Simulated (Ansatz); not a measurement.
NaH:
Space group Fm-3m (No. 225); a = 4.8321 Å, b = 4.8321 Å, c = 4.8321 Å, α = 90.00°, β = 90.00°, γ = 90.00°

```tsv
atom	site	symmetry	x	y	z
Na	4a	m-3m	0.0000	0.0000	0.0000
H	4b	m-3m	0.5000	0.5000	0.5000
```
(The calculation used a cell of 2 atoms; values per cell refer to that cell.)

Relaxed with PBE. PBE (plane waves, PAW; program Ansatz) gives a gap of 3.76 eV.

### Question
What gap does HSE06 give on the same cell (Ansatz, PAW)?

### Answer
4.80 eV, 1.04 eV more. The hybrid was solved on a coarser mesh and at special points; its gap is the smallest among all of these.

```csv
k,v1 PBE,c1 PBE,v1 HSE06,c1 HSE06
Γ,-3.61,10.42,(withheld),(withheld)
X,-0.18,4.63,(withheld),(withheld)
L,-0.86,3.76,-0.95,4.80
W,0.00,6.03,(withheld),(withheld)
K,-0.11,5.33,(withheld),(withheld)
```

### Question
Top valence (v1) and lowest conduction level (c1) in eV from each method's valence maximum (which need not be a listed point): supply the withheld HSE06 values.

### Answer

- X, v1 HSE06: -0.18
- X, c1 HSE06: 5.66
- Γ, v1 HSE06: -3.94
- Γ, c1 HSE06: 11.98
- K, v1 HSE06: -0.12
- K, c1 HSE06: 6.39
- W, v1 HSE06: 0.00
- W, c1 HSE06: 7.13

Cost on shared cores: the PBE run (SCF on a 10×10×10 mesh, then bands and DOS) very roughly 6 core-seconds, the HSE06 run (SCF on 7×7×7, then a few points) very roughly 40 core-seconds; the tasks are unlike.

The PBE relaxation kept the symmetry of its start; phonons on a q-mesh show no instability.

Potentials: the later of the program's two PAW sets.
